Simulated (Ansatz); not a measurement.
TiAu:
```cif
data_AuTi
_chemical_formula_sum 'Au1 Ti1'
_space_group_name_H-M_alt 'Pm-3m'
_space_group_IT_number 221
_space_group_name_Hall '-P 4 2 3'
_cell_length_a 3.24152
_cell_length_b 3.24152
_cell_length_c 3.24152
_cell_angle_alpha 90.000
_cell_angle_beta 90.000
_cell_angle_gamma 90.000
loop_
_atom_site_label
_atom_site_type_symbol
_atom_site_symmetry_multiplicity
_atom_site_Wyckoff_symbol
_atom_site_fract_x
_atom_site_fract_y
_atom_site_fract_z
_atom_site_occupancy
Au1 Au 1 a 0.00000 0.00000 0.00000 1
Ti1 Ti 1 b 0.50000 0.50000 0.50000 1
```

Relaxed with r²SCAN.

Q: Tabulate the valence density and the electron localisation function along the shortest Au–Ti contact (2.81 Å), r²SCAN in the plane-wave PAW code Ansatz.

A: 

| distance from Au (Å) | density (e/Å³) | ELF |
|---|---|---|
| 0.28 | 11.83 | 0.69 |
| 0.42 | 8.95 | 0.61 |
| 0.56 | 6.14 | 0.55 |
| 0.70 | 3.73 | 0.49 |
| 0.84 | 1.85 | 0.42 |
| 0.98 | 0.88 | 0.36 |
| 1.12 | 0.54 | 0.34 |
| 1.26 | 0.36 | 0.35 |
| 1.40 | 0.28 | 0.32 |
| 1.54 | 0.24 | 0.20 |
| 1.68 | 0.26 | 0.11 |
| 1.82 | 0.38 | 0.14 |
| 1.97 | 0.80 | 0.33 |
| 2.11 | 2.00 | 0.58 |
| 2.25 | 4.21 | 0.66 |
| 2.39 | 6.87 | 0.54 |
| 2.53 | 8.95 | 0.24 |

The density is the valence pseudo-density with augmentation charge, so density and ELF within about 1 Å of a nucleus are not all-electron values.

The workflow started from an entry of the Crystallography Open Database (COD). Its standing as an ambient phase is unchecked. The r²SCAN relaxation kept the symmetry of its start; whether a distortion lowers the energy is not shown. The run is not spin-polarised. Scalar-relativistic: spin–orbit coupling is off unless named, which matters more the heavier the elements.

Potentials: the later of the program's two PAW sets.
